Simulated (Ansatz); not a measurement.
BN:
```cif
data_B2N2
_chemical_formula_sum 'B2 N2'
_space_group_name_H-M_alt 'P 1'
_space_group_IT_number 1
_cell_length_a 2.52270
_cell_length_b 2.52270
_cell_length_c 4.17438
_cell_angle_alpha 90.000
_cell_angle_beta 90.000
_cell_angle_gamma 120.000
loop_
_space_group_symop_operation_xyz
  'x, y, z'
loop_
_atom_site_label
_atom_site_type_symbol
_atom_site_fract_x
_atom_site_fract_y
_atom_site_fract_z
_atom_site_occupancy
B1 B 0.66667 0.33333 0.99970 1
B2 B 0.33333 0.66667 0.49970 1
N1 N 0.66667 0.33333 0.62530 1
N2 N 0.33333 0.66667 0.12530 1
```

Relaxed with LDA.

**Question.** Give the optical modes at the zone centre with their infrared and Raman activity from DFPT, plane-wave PAW LDA (Ansatz code).

**Answer.** Transverse frequencies, without the LO–TO term; a row sums one degenerate level.

```tsv
ω (cm⁻¹)	degeneracy	IR ((D/Å)²/amu)	Raman (Å⁴/amu)	activity	symmetry
477	2	0.00	0.052	Raman	E2
981	2	0.00	6.5	Raman	E2
983	1	0.00	0	silent	B1
1046	1	27.54	17	IR+Raman	A1
1080	2	49.72	5.6	IR+Raman	E1
1135	1	0.00	0	silent	B1
```

**Question.** How high does the top mode go among those that the LO–TO term moves?

**Answer.** 1294 cm⁻¹ for q along x, 1294 cm⁻¹ for q along y, 1281 cm⁻¹ for q along z.

Space group P6_3mc (wurtzite). Symmetry was held in the LDA relaxation.

Potentials: the earlier of the program's two PAW sets. The files were generated under PBE; for other functionals the program regenerates the frozen cores, and for LDA and PBEsol the local potential too.
